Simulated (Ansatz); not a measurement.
Mg$_{3}$ZnO$_{4}$ in space group P4/mmm (No. 123; Pearson symbol tP8) at seven volumes, PBEsol (plane waves, PAW; program Ansatz), shape and atoms relaxed at each. One row is withheld.

| V (Å³/atom) | P (GPa) |
|---|---|
| 8.600 | 18.95 |
| 8.884 | 11.60 |
| 9.167 | 5.34 |
| 9.451 | -0.01 |
| 9.734 | -4.57 |
| 10.018 | -8.47 |
| 10.301 | ? |

Question: Fit the shown pressures and predict the withheld one.

Answer: P = (3/2)B₀(x^(7/2) − x^(5/2))[1 + (3/4)(B′ − 4)(x − 1)] with x = (V₀/V)^(2/3). Least squares on the six rows gives V₀ = 9.450 Å³/atom, B₀ = 164 GPa, B′ = 4.25. At V = 10.301, x = 0.9441 and P = -11.78 GPa. The run itself gave -11.80 GPa.

The first step of the workflow began from a Materials Project structure, measured or hypothetical; the Crystallography Open Database copy checked does not list it. With Mg and Zn taken as one species the cell has the higher symmetry Fm-3m, so it may be an ordered model of a mixed-site phase. Whether it is the stable phase at ambient conditions was not checked. The PBEsol relaxation kept the symmetry of its start; of distortions, only those at the zone centre were tested.

Potentials: the later of the program's two PAW sets.
